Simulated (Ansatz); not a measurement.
SiGe in space group Cm (No. 8; Pearson symbol mS32), PBE in the plane-wave PAW code Ansatz, all energies at zero smearing, with the estimated change up to a 700 eV cutoff added, with one set of potentials and settings (totals compare only within such a set). Cell of 16 atoms (8 Si, 8 Ge): -39446.097 eV.

| element | reference phase | E (eV/atom) |
|---|---|---|
| Si | Fd-3m, 2 atoms in the cell | -635.8114 |
| Ge | Fd-3m, 2 atoms in the cell | -4294.9907 |

Formation energy per atom, worked out: (-39446.097 − 8×(-635.8114) − 8×(-4294.9907))/16 = 0.020 eV/atom (2 kJ per mol of atoms), at 0 K, without zero-point energy or fitted corrections.

The start of the workflow was typed in or built on a structure type; neither database checked (COD, Materials Project) lists it. Its standing as an ambient phase is unchecked. The cell was relaxed with PBE under the symmetry of its start; its stability against distortions is not shown here. The references are the lowest solids computed at this level, not always the standard phases.

Potentials: the earlier of the program's two PAW sets.
